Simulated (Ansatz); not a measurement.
Ge (space group P4_32_12)

```
CELL_PARAMETERS angstrom
      5.87865     0.00000     0.00000
      0.00000     5.87865     0.00000
      0.00000     0.00000     6.89847
ATOMIC_POSITIONS crystal
  Ge 0.08823 0.08823 0.00000
  Ge 0.41177 0.58823 0.75000
  Ge 0.91177 0.91177 0.50000
  Ge 0.58823 0.41177 0.25000
  Ge 0.17202 0.36996 0.25632
  Ge 0.13004 0.67202 0.00632
  Ge 0.82798 0.63004 0.75632
  Ge 0.86996 0.32798 0.50632
  Ge 0.67202 0.13004 0.99368
  Ge 0.63004 0.82798 0.24368
  Ge 0.32798 0.86996 0.49368
  Ge 0.36996 0.17202 0.74368
```

All values below come from LDA (plane waves to 420 eV, PAW, scalar-relativistic; Ansatz, a program for electronic structure). Harmonic phonons by density-functional perturbation theory on a 6×6×4 k mesh, in cm⁻¹; i marks imaginary ones, q is in fractions of the reciprocal vectors of the cell shown, and the three acoustic modes at Γ are left out. Ge was relaxed with its symmetry unable to fall. This is one of several known forms of Ge; the measured ambient cells at hand have space group No. 227.

### Question
Is the structure dynamically stable at Γ?

### Answer
No imaginary mode at these points (lowest 51 cm⁻¹ at Γ); other wave vectors were not tested.

### Question
List the wavenumbers at Γ, with degeneracies.

### Answer
```
q                                                                                                                                           wavenumbers (cm⁻¹)
-  -----------------------------------------------------------------------------------------------------------------------------------------------------------
Γ  51, 72 (×2), 76 (×2), 81, 82, 83, 85, 94, 128, 145 (×2), 181 (×2), 186, 188, 207, 208, 217 (×2), 223, 224, 240 (×2), 267 (×2), 268, 268, 272 (×2), 276, 287
```
